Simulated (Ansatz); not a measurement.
Relaxed AlNi (CsCl type):

```
CELL_PARAMETERS angstrom
      2.89304     0.00000     0.00000
      0.00000     2.89304     0.00000
      0.00000     0.00000     2.89304
ATOMIC_POSITIONS crystal
  Al 0.00000 0.00000 0.00000
  Ni 0.50000 0.50000 0.50000
```

In this cell atom 2 (Ni, nearest neighbour Al at 2.505 Å; its periodic images, 2.9 Å or more away, move with it) is moved by u·(0.707, 0.707, 0.000) + v·(0.000, 0.000, 1.000); the rest is frozen.

Level of theory: PBE (plane waves to 420 eV, PAW, scalar-relativistic; Ansatz, an electronic-structure program). k mesh 13×13×13 (Γ-centred), Fermi-Dirac smearing 0.05 eV. Points where atoms come too close for the PAW data are left out (x in tables, blank in figures). With partly filled bands, energies and forces of such displacements shift with the k mesh and the smearing. Fu and Fv are the components of the force on the atom. AlNi is run without spin polarisation. AlNi was relaxed with its symmetry unable to fall. 

**Question.** What Fv (eV/Å) does the calculation give at all points of the grid u = -0.830, -0.553, -0.277, 0.000, 0.277, 0.553, 0.830 by v = -0.830, -0.553, -0.277, 0.000, 0.277, 0.553, 0.830?

**Answer.** Fv (eV/Å), with u across and v down:

```tsv
v \ u	-0.830	-0.553	-0.277	0.000	0.277	0.553	0.830
-0.830	x	x	4.78	3.77	4.78	x	x
-0.553	x	x	3.85	3.04	3.85	x	x
-0.277	x	3.75	2.01	1.57	2.01	3.75	x
0.000	0.00	0.00	0.00	0.00	0.00	0.00	0.00
0.277	x	-3.75	-2.01	-1.57	-2.01	-3.75	x
0.553	x	x	-3.85	-3.04	-3.85	x	x
0.830	x	x	-4.78	-3.77	-4.78	x	x
```

(A displaced cell: forces are minus the slopes of the energy, force constants its curvatures, and phonons follow from these.)
